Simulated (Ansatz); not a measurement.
⁴¹K NMR of the central transition in K2H4Pt

Cell: a computed structure from the Materials Project (it need not be an observed phase), taken as it stands.

Space group P4_2/mnm (No. 136); a = 5.5779, c = 8.1116 Å.

```
site  Wyckoff  site symmetry       x       y       z
   K       4d           -4..  0.5000  0.0000  0.2500
  H5       4f           m.2m  0.2092  0.2092  0.0000
  H7       4e           2.mm  0.0000  0.0000  0.2033
  Pt       2a           m.mm  0.0000  0.0000  0.0000
```

One atom of each set is listed.

Computed with Ansatz: DFT, PBE, plane waves and PAW, with spin–orbit coupling, 420 eV cutoff, Γ-centred 6×6×4 k-points, Fermi–Dirac smearing 0.05 eV.

⁴¹K has I = 3/2 and Q = 73.40 mb (Pyykkö 2018); at 16.4 T its Larmor frequency is ν₀ = 17.9 MHz. Only the quadrupole interaction is simulated: positions count from each site's isotropic chemical shift, and J coupling is left out, as are shift anisotropy and dipolar coupling, which fast spinning averages.

(1) What does the ⁴¹K spectrum (fast magic-angle spinning) show for each site?

Answers

(1) 

| site | first shell | C_Q (MHz) | η | P_Q (MHz) | δ_QIS (ppm) | breadth (kHz) |
| --- | --- | --- | --- | --- | --- | --- |
| K | 8 H at 2.81–2.85 Å | 1.16 | 0.00 | 1.16 | -105 | 4.02 |

δ_QIS = −(ν_Q²/30ν₀²)[I(I+1) − 3/4](1 + η²/3) × 10⁶ ppm with ν_Q = 3|C_Q|/[2I(2I−1)]; it falls as 1/B₀² in ppm, and the breadth as 1/B₀ in kHz.

An axis of threefold or higher order runs through K, so V_zz lies along it and η is zero.
